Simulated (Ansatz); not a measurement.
## ⁴⁷Ti nuclear quadrupole resonance in Ti

Cell: a structure deposited in the COD, ions relaxed with PBE at fixed cell.

```cif
data_structure
_symmetry_space_group_name_H-M 'P 1'
_symmetry_Int_Tables_number 1
_cell_length_a 2.9500
_cell_length_b 2.9500
_cell_length_c 4.6860
_cell_angle_alpha 90.000
_cell_angle_beta 90.000
_cell_angle_gamma 120.000
_cell_volume 35.32
loop_
_atom_site_label
_atom_site_type_symbol
_atom_site_fract_x
_atom_site_fract_y
_atom_site_fract_z
_atom_site_occupancy
Ti1 Ti 0.33333 0.66667 0.25000 1
Ti2 Ti 0.66667 0.33333 0.75000 1
```

Sites (sets of like atoms) are named by element and the number of their first atom in this list.

Method: Kohn–Sham DFT in Ansatz, LDA, plane waves and PAW, scalar-relativistic, 420 eV cutoff, Γ-centred 18×18×10 k-points, Fermi–Dirac smearing 0.05 eV.

⁴⁷Ti: I = 5/2, Q = 302.0 mb (year-2017 value). Static lattice, zero field.

Problem. Predict the zero-field ⁴⁷Ti lines of each site.

Solution. For I = 5/2 and η = 0 the lines are 3|C_Q|/20 and twice that; η pulls their ratio below 2.

| site | atoms | V_zz (10²¹ V/m²) | C_Q (MHz) | η | line frequencies (MHz) |
| --- | --- | --- | --- | --- | --- |
| Ti | 1, 2 | 1.88 | 13.7 | 0.00 | 2.06, 4.12 |

Problem. And for 49Ti (I = 7/2, Q = 247.0 mb) on Ti?

Solution. C_Q scales with Q to 11.2 MHz, with lines at 0.803, 1.61, 2.41 MHz.

An axis of threefold or higher order runs through Ti, so V_zz lies along it and η is zero.

At this cell the LDA pressure is -10 GPa, so with LDA the cell would shrink if it were relaxed. The run finds no gap above 0.1 eV (a metal, or nearly one), so the gradients can move by 10 % or more with the k-mesh.

The run took 3 s of wall time (2.8 s of CPU time) and 0.47 GiB at its peak, on 1 thread of AMD EPYC 9R45 (Zen 5) (x86_64; 16 cores open to the job, memory cap 3.0 GiB, no GPU), a shared host with a load of 0.4 a core.
